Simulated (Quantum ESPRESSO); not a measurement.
## ZnAl2SiN4 (input and log of a self-consistent run)

Simulated, not a measurement. The program is pw.x of Quantum ESPRESSO 7.5 (plane-wave density functional theory). The cell is made up: 8 atoms on a zincblende/diamond lattice, with randomly drawn elements, strain and displacements, not relaxed. PseudoDojo standard norm-conserving files (v0.5 for PBE, v0.4.1 for LDA and PBEsol) set the functional; there is no spin polarisation, spin-orbit coupling or dispersion term, and the masses in the input are unused placeholders.

Input:

```
&control calculation='scf', pseudo_dir='./dojo.nc.sr.pbe.v0_5.standard.upf', outdir='./o', disk_io='medium', tprnfor=.true., tstress=.true. /
&system ibrav=0, nat=8, ntyp=4, nbnd=31, ecutwfc=84.00895049, nosym=.true., tot_charge=0,
 occupations='smearing', smearing='fd', degauss=0.0018374661
/
&electrons conv_thr=7.350e-09, electron_maxstep=60, /
ATOMIC_SPECIES
Al 1.0 Al.upf
N 1.0 N.upf
Si 1.0 Si.upf
Zn 1.0 Zn.upf
CELL_PARAMETERS angstrom
4.5337 0.0 0.0
0.0 4.5337 0.0
0.0 0.0 4.5337
ATOMIC_POSITIONS angstrom
Zn -0.0857 0.0024 0.03
Al -0.0057 2.3726 2.132
Si 2.2064 0.0289 2.2237
Al 2.3639 2.1857 0.0554
N 1.2523 1.1877 1.2845
N 1.0015 3.3624 3.4568
N 3.4295 1.146 3.4571
N 3.3886 3.3291 1.0436
K_POINTS automatic
4 4 4 1 1 1
```

The log is shortened where brackets say so; the opening notice, blank lines, dates and the lines on written files are dropped, and the path of the files is cut. It prints rydbergs, bohrs and kilobars, and counts compression as positive stress.

```
     Program PWSCF v.7.5
     Parallel version (MPI & OpenMP), running on       1 processor cores
     Number of MPI processes:                 1
     Threads/MPI process:                     1
     [start-up lines left out]
     bravais-lattice index     =            0
     lattice parameter (alat)  =       8.5675  a.u.
     unit-cell volume          =     628.8614 (a.u.)^3
     number of atoms/cell      =            8
     number of atomic types    =            4
     number of electrons       =        50.00
     number of Kohn-Sham states=           31
     kinetic-energy cutoff     =      84.0090  Ry
     charge density cutoff     =     336.0358  Ry
     scf convergence threshold =      7.3E-09
     mixing beta               =       0.7000
     number of iterations used =            8  plain     mixing
     Exchange-correlation= PBE
                           (   1   4   3   4   0   0   0)
     [axes and pseudopotential details left out]
   Cartesian axes
     site n.     atom                  positions (alat units)
         1        Zn     tau(   1) = (  -0.0189029   0.0005294   0.0066171  )
         2        Al     tau(   2) = (  -0.0012573   0.5233253   0.4702561  )
         3        Si     tau(   3) = (   0.4866665   0.0063745   0.4904824  )
         4        Al     tau(   4) = (   0.5214064   0.4821007   0.0122196  )
         5        N      tau(   5) = (   0.2762203   0.2619715   0.2833227  )
         6        N      tau(   6) = (   0.2209013   0.7416459   0.7624677  )
         7        N      tau(   7) = (   0.7564462   0.2527737   0.7625339  )
         8        N      tau(   8) = (   0.7474248   0.7343009   0.2301873  )
     number of k points=    32  Fermi-Dirac smearing, width (Ry)=  0.0018
                       cart. coord. in units 2pi/alat
        k(    1) = (   0.1250000   0.1250000   0.1250000), wk =   0.0625000
        k(    2) = (   0.1250000   0.1250000   0.3750000), wk =   0.0625000
     [further k points left out]
     Dense  grid:    65117 G-vectors     FFT dimensions: (  50,  50,  50)
     Estimated max dynamical RAM per process >      80.05 MB
     Initial potential from superposition of free atoms
     starting charge      49.9943, renormalised to      50.0000
     Starting wfcs are   38 randomized atomic wfcs
     total cpu time spent up to now is        6.0 secs
     per-process dynamical memory:    47.0 Mb
     Self-consistent Calculation
     iteration #  1     ecut=    84.01 Ry     beta= 0.70
     Davidson diagonalization with overlap
     ethr =  1.00E-02,  avg # of iterations =  3.1
     total cpu time spent up to now is       17.5 secs
     total energy              =    -518.15811298 Ry
     estimated scf accuracy    <       2.30578285 Ry
     iteration #  2     ecut=    84.01 Ry     beta= 0.70
     Davidson diagonalization with overlap
     ethr =  4.61E-03,  avg # of iterations =  2.3
     total cpu time spent up to now is       29.8 secs
     total energy              =    -518.79888776 Ry
     estimated scf accuracy    <       2.47004857 Ry
     iteration #  3     ecut=    84.01 Ry     beta= 0.70
     Davidson diagonalization with overlap
     ethr =  4.61E-03,  avg # of iterations =  2.0
     total cpu time spent up to now is       39.0 secs
     total energy              =    -519.19944007 Ry
     estimated scf accuracy    <       0.04820760 Ry
     iteration #  4     ecut=    84.01 Ry     beta= 0.70
     Davidson diagonalization with overlap
     ethr =  9.64E-05,  avg # of iterations =  6.1
     total cpu time spent up to now is       53.5 secs
     total energy              =    -519.22152846 Ry
     estimated scf accuracy    <       0.00902377 Ry
     iteration #  5     ecut=    84.01 Ry     beta= 0.70
     Davidson diagonalization with overlap
     ethr =  1.80E-05,  avg # of iterations =  6.5
     total cpu time spent up to now is       65.8 secs
     total energy              =    -519.22284468 Ry
     estimated scf accuracy    <       0.00649874 Ry
     [iterations 6 to 8 left out]
     iteration #  9     ecut=    84.01 Ry     beta= 0.70
     Davidson diagonalization with overlap
     ethr =  3.54E-08,  avg # of iterations =  3.2
     total cpu time spent up to now is      106.5 secs
     total energy              =    -519.22328447 Ry
     estimated scf accuracy    <       0.00000166 Ry
     iteration # 10     ecut=    84.01 Ry     beta= 0.70
     Davidson diagonalization with overlap
     ethr =  3.32E-09,  avg # of iterations =  2.1
     total cpu time spent up to now is      116.8 secs
     total energy              =    -519.22328457 Ry
     estimated scf accuracy    <       0.00000060 Ry
     iteration # 11     ecut=    84.01 Ry     beta= 0.70
     Davidson diagonalization with overlap
     ethr =  1.20E-09,  avg # of iterations =  2.0
     total cpu time spent up to now is      128.2 secs
     total energy              =    -519.22328464 Ry
     estimated scf accuracy    <       0.00000004 Ry
     iteration # 12     ecut=    84.01 Ry     beta= 0.70
     Davidson diagonalization with overlap
     ethr =  7.59E-11,  avg # of iterations =  3.0
     total cpu time spent up to now is      138.8 secs
     total energy              =    -519.22328465 Ry
     estimated scf accuracy    <       0.00000001 Ry
     iteration # 13     ecut=    84.01 Ry     beta= 0.70
     Davidson diagonalization with overlap
     ethr =  2.04E-11,  avg # of iterations =  2.0
     total cpu time spent up to now is      147.1 secs
     End of self-consistent calculation
     [lines on levels left out]
!    total energy              =    -519.22328466 Ry
     estimated scf accuracy    <          1.8E-09 Ry
     smearing contrib. (-TS)   =       0.00000000 Ry
     internal energy E=F+TS    =    -519.22328466 Ry
     The total energy is F=E-TS. E is the sum of the following terms:
     one-electron contribution =    -415.21838745 Ry
     hartree contribution      =     229.87535330 Ry
     xc contribution           =     -76.98583255 Ry
     ewald contribution        =    -256.89441795 Ry
     convergence has been achieved in  13 iterations
     Forces acting on atoms (cartesian axes, Ry/au):
     atom    1 type  4   force =     0.05461434    0.01877058   -0.00292073
     atom    2 type  1   force =     0.02047946   -0.05029518    0.10368764
     atom    3 type  3   force =     0.01595201   -0.01976309    0.07965394
     atom    4 type  1   force =    -0.07844177    0.01388580   -0.06095276
     atom    5 type  2   force =     0.01611966   -0.02680955   -0.00784170
     atom    6 type  2   force =     0.12387310    0.00485226   -0.09007517
     atom    7 type  2   force =    -0.07747676    0.00853120   -0.13449566
     atom    8 type  2   force =    -0.07512004    0.05082797    0.11294444
     Total force =     0.322124     Total SCF correction =     0.000026
     Computing stress (Cartesian axis) and pressure
          total   stress  (Ry/bohr**3)                   (kbar)     P=     -103.69
  -0.00067044  -0.00004179   0.00009657          -98.63       -6.15       14.21
  -0.00004179  -0.00067190  -0.00006441           -6.15      -98.84       -9.47
   0.00009657  -0.00006441  -0.00077221           14.21       -9.47     -113.60
     init_run     :      3.91s CPU      5.91s WALL (       1 calls)
     electrons    :    134.64s CPU    141.16s WALL (       1 calls)
     forces       :      2.12s CPU      2.16s WALL (       1 calls)
     stress       :      7.73s CPU      7.82s WALL (       1 calls)
     [timing details left out]
     PWSCF        :   2m28.56s CPU   2m37.35s WALL
     JOB DONE.
```

In other units: free energy -7064.393 eV for the cell, pressure -10.37 GPa, largest force component 3.458 eV/Å. A rerun of a related cell, with the same atoms placed differently, at 1437 eV and a 6 x 6 x 6 mesh moved values by no more than 0.003 eV in energy, 0.02 GPa in stress and 0.002 eV/Å in force.